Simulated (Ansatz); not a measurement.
## Property card for Cu$_{2}$SnS$_{3}$

Cu$_{2}$SnS$_{3}$:
```cif
data_Cu2S3Sn
_chemical_formula_sum 'Cu2 Sn1 S3'
_space_group_name_H-M_alt 'P 1'
_space_group_IT_number 1
_cell_length_a 6.63397
_cell_length_b 6.63397
_cell_length_c 6.63397
_cell_angle_alpha 146.023
_cell_angle_beta 59.992
_cell_angle_gamma 132.133
loop_
_space_group_symop_operation_xyz
  'x, y, z'
loop_
_atom_site_label
_atom_site_type_symbol
_atom_site_fract_x
_atom_site_fract_y
_atom_site_fract_z
_atom_site_occupancy
Cu1 Cu 0.83868 0.00971 0.82897 1
Cu2 Cu 0.18074 0.00971 0.17103 1
Sn1 Sn 0.48029 0.98029 0.50000 1
S1 S 0.06025 0.73639 0.32386 1
S2 S 0.41253 0.73639 0.67614 1
S3 S 0.77751 0.77751 0.00000 1
```

Space group Imm2 (No. 44); conventional cell a = 3.877 Å, b = 11.491 Å, c = 5.382 Å, α = β = γ = 90.00°.

Method: plane-wave PAW r²SCAN (Ansatz code). The cell and atoms are relaxed at this level. Other levels are named where they apply.

Cell and energy:

* **Volume per atom**: 19.98 Å³
* **Density**: 4.74 g/cm³
* **Formation energy from the elements (no fitted shifts)**: -0.42 eV/atom

Electronic structure:

Electronic character: no gap, with almost no states at the Fermi level (zero-gap or semimetallic)
Density of states at the Fermi level: 0.01 states/eV per atom (mean over ±0.08 eV)

The first step of the workflow began from a Materials Project structure, measured or hypothetical; the Crystallography Open Database copy checked does not list it. COD files the formula under space group No. 9, so this cell is another polymorph or a model. Its standing as an ambient phase is unchecked. The r²SCAN relaxation kept the symmetry of its start; whether a distortion lowers the energy is not shown. No spin polarisation was allowed. The references are the lowest solids computed at this level, not always the standard phases. Scalar-relativistic: spin–orbit coupling is off unless named, which matters more the heavier the elements.

Potentials: the later of the program's two PAW sets.
